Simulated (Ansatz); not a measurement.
**What a trial cell of Si5Mo relaxes into**

The calculation used DFT PBE, scalar-relativistic, plane waves, PAW (Ansatz 0.2.0). Cutoff 420 eV, Gaussian smearing, Γ-centred meshes. Cell and atoms relax first on a coarse mesh and then on a finer one. In between, the cell is made exact in the group found at 0.06 Å. In metals the finer mesh still leaves noise of several meV/atom or more. The steps can't lower the symmetry of their start. No spin polarisation in the relaxation; trial moments died out in a coarse test.

A trial structure of Si5Mo was built thus: random cell by space group and Wyckoff sites (R-3m, No. 166). The dimensions are guesses.

Space group R-3m:H (No. 166). a = 7.105 Å, b = 7.105 Å, c = 14.255 Å, α = 90.00°, β = 90.00°, γ = 120.00°
```csv
atom,site,symmetry,x,y,z
Si,9d,.2/m,0.1667,0.3333,0.8333
Si,6c,3m,0.3333,0.6667,0.7872
Mo,3a,-3m,0.0000,0.0000,0.0000
```

Energies over the elements count from the elements' standard structures at the same level, with no fitted energy shifts.

Question: Describe the relaxed structure.

Answer: The symmetry stays R-3m (No. 166). The volume per atom shrinks by 44.1 %, from 34.6 to 19.3 Å³. The shortest distance goes from 1.72 Å (Si–Mo) to 2.16 Å (Si–Si). The ratio c/a of the conventional cell changes by a factor of 0.46. The energy falls by about 3.0 eV/atom (the start's value is from the coarse mesh). The end is written in a standard setting, so origin, axes and order of atoms can differ from the start's. Conventional cell: a = 7.562 Å, c = 7.030 Å. Around Si on a site of symmetry 2/m lie 2 Mo at 2.48 Å and 2 Si at 2.52 Å; Si on a site of symmetry 3m is surrounded by 1 Si at 2.16 Å, 1 Mo at 2.43 Å and 3 Si at 2.52 Å; around Mo lie 8 Si at 2.43–2.48 Å.

```
CELL_PARAMETERS angstrom
3.78106 2.18300 2.34343
-3.78106 2.18300 2.34343
0.00000 -4.36599 2.34343
ATOMIC_POSITIONS crystal
Si 0.00000 0.00000 0.50000
Si 0.50000 0.00000 0.00000
Si 0.00000 0.50000 0.00000
Si 0.34608 0.34608 0.34608
Si 0.65392 0.65392 0.65392
Mo 0.00000 0.00000 0.00000
```

Question: How does it come out in energy, and is it a metal?

Answer: The energy over the elements is +0.58 eV/atom. The gap on the 12×12×12 mesh of the 6-atom cell is 0 eV (a metal).

It can't be a ground state, since the elements alone are lower.

The last run used Gaussian smearing of 0.10 eV. A structure relaxed within its symmetry needn't be a true minimum. Another cell of Si5Mo relaxed alike, in P-6m2, lies 243 meV/atom lower, so this cell isn't the stable form at this level.
